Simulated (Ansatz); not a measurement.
Ga:
```cif
data_Ga8
_chemical_formula_sum 'Ga8'
_space_group_name_H-M_alt 'Cmcm'
_space_group_IT_number 63
_space_group_name_Hall '-C 2c 2'
_cell_length_a 7.62096
_cell_length_b 4.61493
_cell_length_c 4.55473
_cell_angle_alpha 90.000
_cell_angle_beta 90.000
_cell_angle_gamma 90.000
loop_
_atom_site_label
_atom_site_type_symbol
_atom_site_symmetry_multiplicity
_atom_site_Wyckoff_symbol
_atom_site_fract_x
_atom_site_fract_y
_atom_site_fract_z
_atom_site_occupancy
Ga1 Ga 8 g 0.16291 0.16808 0.25000 1
```
(The calculation used a cell of 4 atoms; values per cell refer to that cell.)

Relaxed at zero pressure with plane-wave PAW r²SCAN (Ansatz code).

Question: The volume is raised by 3 % and shape and atoms relax at that volume. What pressure results, and how do the axes share the change?

Answer: -1.5 GPa; a 0.6 %, b 1.0 %, c 1.4 %; the energy rises by 3 meV/atom.

Question: Give the new structure.

Answer: 
Space group Cmcm (No. 63); a = 7.6668 Å, b = 4.6615 Å, c = 4.6168 Å, α = β = γ = 90.00°

```
atom  site  symmetry       x       y       z
----  ----  --------  ------  ------  ------
Ga      8g       ..m  0.1635  0.1650  0.2500
```

The phase is kept; no other phase was compared at this pressure.

The workflow started from a Materials Project entry (that database holds measured and hypothetical structures alike); the Crystallography Open Database files this formula in space group No. 63, but the cells were not matched. It is not the phase usual at ambient conditions (space group No. 64). The r²SCAN relaxation kept the symmetry of its start; of distortions, only those at the zone centre were tested. Axis ratios of metals converge slowly with the k-mesh, so a and c are less sure than the volume.

Potentials: the later of the program's two PAW sets.
